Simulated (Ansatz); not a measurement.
## Data sheet: MnO₂ (DFT)

MnO2:
```yaml
crystal:
  lattice:
    - [6.78480, 1.42427, 0.00000]
    - [-6.78480, 1.42427, 0.00000]
    - [-6.48355, 0.00000, 6.92359]
  atoms:
    - { symbol: Mn, position: [0.16433, 0.83567, 0.81967] }
    - { symbol: Mn, position: [0.64827, 0.35173, 0.47799] }
    - { symbol: Mn, position: [0.83567, 0.16433, 0.18033] }
    - { symbol: Mn, position: [0.35173, 0.64827, 0.52201] }
    - { symbol: O, position: [0.79055, 0.20945, 0.94128] }
    - { symbol: O, position: [0.16112, 0.83888, 0.35979] }
    - { symbol: O, position: [0.20945, 0.79055, 0.05872] }
    - { symbol: O, position: [0.83888, 0.16112, 0.64021] }
    - { symbol: O, position: [0.54175, 0.45825, 0.72021] }
    - { symbol: O, position: [0.14938, 0.85062, 0.60834] }
    - { symbol: O, position: [0.45825, 0.54175, 0.27979] }
    - { symbol: O, position: [0.85062, 0.14938, 0.39166] }
```
The run is spin-polarised; directions of the spins, atom by atom: ↑ ↓ ↓ ↑ 0 0 0 0 0 0 0 0.

Space group C2/m (No. 12); conventional cell a = 13.5696 Å, b = 2.8485 Å, c = 9.4854 Å, α = 90.00°, β = 133.12°, γ = 90.00°.

Method: the program Ansatz at the r²SCAN level (PAW). The cell and atoms are relaxed at this level. Other levels are named where they apply.

**Cell and energy**

- Volume per atom: 11.15 Å³
- Density: 4.32 g/cm³
- Formation energy from the elements (no fitted shifts): -1.96 eV/atom

**Electronic structure**

* **Band gap**: 1.92 eV (indirect)
* **Valence-band maximum**: at A (k = 0.000, 0.000, 0.500 in fractions of the reciprocal vectors)
* **Conduction-band minimum**: off the standard path, at k = (0.021, 0.427, 0.188) in fractions of the reciprocal vectors
* **Smallest direct gap on the standard path**: 1.98 eV
* **Electron effective mass**: 3.4, 5.9, 7.9 mₑ (principal values)
* **Hole effective mass**: 1.5, 3.0, 4.1 mₑ (principal values)

**Magnetism**

* **Magnetic order**: antiferromagnetic
* **Net moment**: 0.00 μB per atom

**Charges**

- Bader charges: Mn +2.00, O -1.05 to -0.95 e

The workflow started from an entry of the Crystallography Open Database (COD), which files this formula under 4 space groups. It is not the phase usual at ambient conditions (space group No. 136). Symmetry was held in the r²SCAN relaxation, as lowered by the spin order; its stability against distortions is not shown here. Magnetic state: antiferromagnetic, chosen from 2 collinear starts compared on coarse meshes (ties went to the first, and starts can fall back to one state), not a proven ground state. The program gave a warning on the electronic state, which may not be the lowest. No Hubbard U is applied. Point labels and valley counts follow the cell and symmetry of the run, lower than the named group. The references are the lowest solids computed at this level, not always the standard phases (solids in place of the gases). The manganese reference at this level is a Cmcm phase, not α-Mn.

Potentials: the later of the program's two PAW sets.
